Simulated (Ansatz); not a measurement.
CdSe (zinc blende, F-43m), a = b = c = 6.133 Å, α = β = γ = 90.00°; the cell used has 2 atoms.

Relaxed with r²SCAN. r²SCAN in the plane-wave PAW code Ansatz gives a gap of 1.04 eV.

Problem. What gap does HSE06 give on the same cell (Ansatz, PAW)?

Solution. 1.49 eV, 0.45 eV more. The hybrid was solved on a coarser mesh and at special points; its gap is the smallest among all of these.

```
k  v1 r²SCAN  c1 r²SCAN    v1 HSE06    c1 HSE06
-  ---------  ---------  ----------  ----------
Γ       0.00       1.04        0.00        1.49
X      -1.79       3.51  (withheld)  (withheld)
L      -0.72       2.84  (withheld)  (withheld)
W      -2.12       5.42  (withheld)  (withheld)
K      -1.46       4.11  (withheld)  (withheld)
```

Problem. Top valence (v1) and lowest conduction level (c1) in eV from each method's valence maximum (which need not be a listed point): supply the withheld HSE06 values.

Solution. 
- X, v1 HSE06: -1.89
- X, c1 HSE06: 3.99
- K, v1 HSE06: -1.55
- K, c1 HSE06: 4.63
- L, v1 HSE06: -0.76
- L, c1 HSE06: 3.34
- W, v1 HSE06: -2.23
- W, c1 HSE06: 6.08

Cost on shared cores: the r²SCAN run (SCF on a 8×8×8 mesh, then bands and DOS) very roughly 40 core-seconds, the HSE06 run (SCF on 6×6×6, then a few points) around 2.6 core-minutes (rough); the tasks are unlike.

The cell was relaxed with r²SCAN under the symmetry of its start. Scalar-relativistic: spin–orbit coupling is off unless named, which matters more the heavier the elements.

Potentials: the later of the program's two PAW sets.
